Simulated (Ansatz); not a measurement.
NbRu (CsCl type, Pm-3m), plane-wave PAW PBE (Ansatz code), all energies at zero smearing, with the estimated change up to a 700 eV cutoff added, with one set of potentials and settings (totals compare only within such a set). Cell of 2 atoms (1 Ru, 1 Nb): -10431.306 eV.

```json
[
 {"element": "Ru", "reference phase": "P6_3/mmc, 2 atoms in the cell", "E (eV/atom)": "-5878.6876"},
 {"element": "Nb", "reference phase": "Im-3m, 1 atoms in the cell", "E (eV/atom)": "-4552.2836"}
]
```

Formation energy per atom, worked out: (-10431.306 − 1×(-5878.6876) − 1×(-4552.2836))/2 = -0.168 eV/atom (-16 kJ per mol of atoms), at 0 K, without zero-point energy or fitted corrections.

The workflow started from an entry of the Crystallography Open Database (COD), which files this formula under 2 space groups. Whether it is the stable phase at ambient conditions was not checked. The PBE relaxation kept the symmetry of its start; whether a distortion lowers the energy is not shown. The run is not spin-polarised. The references are the lowest solids computed at this level, not always the standard phases.

Potentials: the later of the program's two PAW sets.
